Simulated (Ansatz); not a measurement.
2 distorted cells of CsH₂, built from a rock-salt lattice with a pair of atoms on one site. Ansatz, LAPW, all electrons; functional PBE; scalar-relativistic, point nuclei. k-points 2×2×2 (shift 0.5, 0.5, 0.5 mesh steps), Fermi–Dirac smearing of 0.15 eV. The mesh is coarse, so the numbers hold for this sampling and aren't converged over the zone. For a metal, stress, forces and moments on so few k-points can be far from the converged ones. On this fcc-type cell the shift lowers the mesh's symmetry. No spin polarisation. The cell's electron count is odd, so a run with spin could end lower.

(1) Rank the cells by free energy an atom on this mesh, lowest first.
A.
28.13 Å³ an atom
```xyz
3
Lattice="-3.5312 0.1039 3.3086 -0.0417 3.4436 3.3708 -3.7279 3.5781 -0.0928" Properties=species:S:1:pos:R:3 pbc="T T T"
Cs   -4.2521    1.7383    4.0199
H    -7.6554    5.0870    7.0724
H    -8.1445    5.5180    7.5086
```
B.
34.10 Å³ an atom
```xyz
3
Lattice="-3.8922 0.1923 3.7196 -0.0602 3.8734 3.8516 -3.8174 3.6665 0.2670" Properties=species:S:1:pos:R:3 pbc="T T T"
Cs   -1.5520    2.4502    1.3973
H    -5.2226    6.1416    5.0817
H    -5.6555    6.5502    6.7092
```

## Answers

(1) A (lowest), B (+0.55 eV an atom).
